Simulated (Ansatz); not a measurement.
ZnSnN₂, first-principles data

ZnSnN₂:
```
CELL_PARAMETERS angstrom
      1.58223     0.91350     5.13544
     -1.58223     0.91350     5.13544
      0.00000    -1.82700     5.13544
ATOMIC_POSITIONS crystal
  Zn 0.00000 0.00000 0.00000
  Sn 0.50000 0.50000 0.50000
  N  0.75275 0.75275 0.75275
  N  0.24725 0.24725 0.24725
```

Space group R-3m (No. 166); conventional cell a = 3.164 Å, b = 3.164 Å, c = 15.406 Å, α = 90.00°, β = 90.00°, γ = 120.00°.

Method: the program Ansatz at the PBEsol level (PAW). Structure relaxed to zero pressure with the same functional. Other levels are named where they apply.

**Cell and energy**

Volume per atom: 11.13 Å³
Density: 7.91 g/cm³
Formation energy from the elements (no fitted shifts): 0.19 eV/atom

**Electronic structure**

* **Band gap**: 0.68 eV (indirect)
* **Valence-band maximum**: off the standard path, at k = (-0.010, 0.193, -0.203) in fractions of the reciprocal vectors
* **Conduction-band minimum**: at F (3 equivalent valleys)
* **Smallest direct gap on the standard path**: 0.74 eV
* **Electron effective mass**: 0.23, 0.25, 0.62 mₑ (principal values)
* **Electron effective mass with spin–orbit coupling**: 0.23, 0.25, 0.62 mₑ (principal values)
* **Hole effective mass**: 0.28, 0.84, 18 mₑ (principal values)
* **Hole effective mass with spin–orbit coupling**: 0.28, 0.83, 18 mₑ (principal values)
* **HSE06 gap on the PBEsol cell**: 1.90 eV
* **Gap with spin–orbit coupling**: 0.68 eV

**Mechanics**

* **Bulk modulus (Birch–Murnaghan fit)**: 182 GPa
* **Pressure derivative B′**: 4.8
* **Elastic constants (relaxed ions, GPa)**: C11 = 368, C12 = 122, C13 = 84.7, C14 = -56.1, C33 = 334, C44 = 13.6
* **Mechanical stability**: unstable (C has a negative eigenvalue)

**Dielectric response**

Electronic dielectric constant ε∞ (DFPT): 9.43 (xx = yy), 9.00 (zz)
Born charges (a third of the trace): Zn +2.80, Sn +4.08, N -3.44 e

**Phonons**

- Highest zone-centre frequency (without LO–TO term): 548 cm^-1
- Zone-centre stability: no imaginary mode at Γ

The start of the workflow was typed in or built on a structure type; neither database checked (COD, Materials Project) lists it. Whether it is the stable phase at ambient conditions was not checked. The PBEsol relaxation kept the symmetry of its start. Its formation energy is positive at this level, so the cell may be metastable or incomplete. The references are the lowest solids computed at this level, not always the standard phases (solids in place of the gases). Spin–orbit coupling is left out wherever it is not named.

Potentials: the earlier of the program's two PAW sets. The files were generated under PBE; for other functionals the program regenerates the frozen cores, and for LDA and PBEsol the local potential too.
